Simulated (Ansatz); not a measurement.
MnRh (CsCl type, space group No. 221) at seven volumes, PBEsol in the plane-wave PAW code Ansatz, scaled uniformly. One row is withheld.

```tsv
V (Å³/atom)	P (GPa)
12.132	24.40
12.532	14.92
12.932	?
13.332	0.01
13.732	-5.67
14.132	-10.53
14.532	-14.59
```

Question: Fit the shown pressures and predict the withheld one.

Answer: P = (3/2)B₀(x^(7/2) − x^(5/2))[1 + (3/4)(B′ − 4)(x − 1)] with x = (V₀/V)^(2/3). Least squares on the six rows gives V₀ = 13.335 Å³/atom, B₀ = 207 GPa, B′ = 4.64. At V = 12.932, x = 1.0207 and P = 6.82 GPa. The run itself gave 6.75 GPa.

Space group Pm-3m (CsCl type). The first step of the workflow began from a Materials Project structure, measured or hypothetical; the Crystallography Open Database files this formula in space group No. 221, but the cells were not matched. Its standing as an ambient phase is unchecked. Symmetry was held in the PBEsol relaxation; its stability against distortions is not shown here. The final state is ferromagnetic, chosen from 5 collinear starts compared on coarse meshes (ties went to the first, and starts can fall back to one state), not a proven ground state.

Potentials: the later of the program's two PAW sets.
